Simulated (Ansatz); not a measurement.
## SrCd (Pm-3m): elasticity against pressure

```
CELL_PARAMETERS angstrom
3.97892 0.00000 0.00000
0.00000 3.97892 0.00000
0.00000 0.00000 3.97892
ATOMIC_POSITIONS crystal
Sr 0.50000 0.50000 0.50000
Cd 0.00000 0.00000 0.00000
```

This is the zero-pressure cell. At each pressure cell and atoms are relaxed in this structure, and the constants are slopes of the stress at strains of ±0.005 with relaxed ions (the coefficients that govern stability under load). Level: PBEsol, PAW on Ansatz 0.2.0's default frozen-core files (fitted under PBE), scalar-relativistic; k mesh 12×12×12, strains of ±0.005, Fermi-Dirac smearing of 0.100 eV, cutoff 420 eV. P is the pressure of the relaxed cell, less that of this one.

```
P (GPa)    V/V₀  C11 (GPa)  C12 (GPa)  C44 (GPa)
   0.00  1.0000       37.9       22.8       22.8
   1.01       ?          ?          ?          ?
   2.04  0.9381       47.2       31.0       28.0
   3.99  0.8938       55.7       38.6       32.6
   6.98  0.8418       68.1       49.9       39.1
   9.98  0.8017       79.8       61.0       45.2
  14.97  0.7507       97.9       79.1       54.6
```

Problem. Does the bulk modulus from the constants agree with the pressure-volume curve?

Solution. A third-order Birch-Murnaghan fit to the volumes shown (F against f, f = [(V₀/V)^(2/3) − 1]/2) gives B₀ = 27.8 GPa and B′ = 4.4. Its −V dP/dV stands beside (C11 + 2C12)/3:

| P (GPa) | from P(V) | from the constants |
| --- | --- | --- |
| 0.00 | 27.8 | 27.8 |
| 2.04 | 36.4 | 36.4 |
| 3.99 | 44.3 | 44.3 |
| 6.98 | 55.9 | 55.9 |
| 9.98 | 67.2 | 67.3 |
| 14.97 | 85.4 | 85.3 |

Problem. What are the pressure derivatives at zero pressure?

Solution. Slopes at V₀ of quadratic fits in −ln(V/V₀) through the first four rows shown, divided by B₀: dC11/dP = 4.6, dC12/dP = 4.0, dC44/dP = 2.6. The mean slopes up to 4.0 GPa are 4.4, 4.0, 2.4; curvature and scatter of the constants part the two. The combination (dC11/dP + 2 dC12/dP)/3 = 4.2 stands against B′.

Problem. Fill the row at 1.01 GPa.

Solution. Cubic fits in −ln(V/V₀) through all rows shown give C11 = 42.5, C12 = 26.9, C44 = 25.4 GPa. Computed: V/V₀ = 0.9668, C11 (GPa) = 42.6, C12 (GPa) = 26.9, C44 (GPa) = 25.5.

Problem. Does a shear stiffness soften?

Solution. C44 goes from 22.8 to 54.6 GPa; (C11 − C12)/2 goes from 7.6 to 9.4 GPa. Neither ends more than 3 % under its start, and the lattice stays mechanically stable over this range.

Caveats: no other phase was computed; many crystals of this kind change structure within this range, and rows or crossings beyond such a change describe a metastable lattice; frozen-core PAW files fitted under PBE, their cores solved anew for the functional of the run; responses of metals move with mesh and smearing; phonons weren't checked at these pressures.
